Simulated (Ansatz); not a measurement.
NbAgO3 (cubic perovskite, space group No. 221) under volume change, plane-wave PAW PBEsol (Ansatz code), scaled uniformly.

```
V (Å³/atom)  E − E(relaxed) (meV/atom)  P (GPa)
-----------  -------------------------  -------
11.216                            77.3    24.34
11.585                            32.5    14.85
11.955                               …        …
12.325                             0.0    -0.01
12.695                             6.9    -5.78
13.064                            26.0   -10.68
13.434                               …        …
```

Task: Some entries are withheld; supply them.

Result: 
- 13.434, E − E(relaxed) (meV/atom): 55.6
- 13.434, P (GPa): -14.81
- 11.955, E − E(relaxed) (meV/atom): 7.7
- 11.955, P (GPa): 6.81

Task: What does a third-order Birch–Murnaghan fit give for V₀, B₀ and B′?

Result: V₀ = 12.32 Å³/atom, B₀ = 209 GPa, B′ = 4.5.

Space group Pm-3m (cubic perovskite). The workflow started from a Materials Project entry (that database holds measured and hypothetical structures alike); the Crystallography Open Database copy checked does not list it. COD files the formula under space group No. 57, so this cell is another polymorph or a model. Its standing as an ambient phase is unchecked. The PBEsol relaxation kept the symmetry of its start. At this level the phase is dynamically unstable (imaginary phonons). No spin polarisation was allowed.

Potentials: the later of the program's two PAW sets.
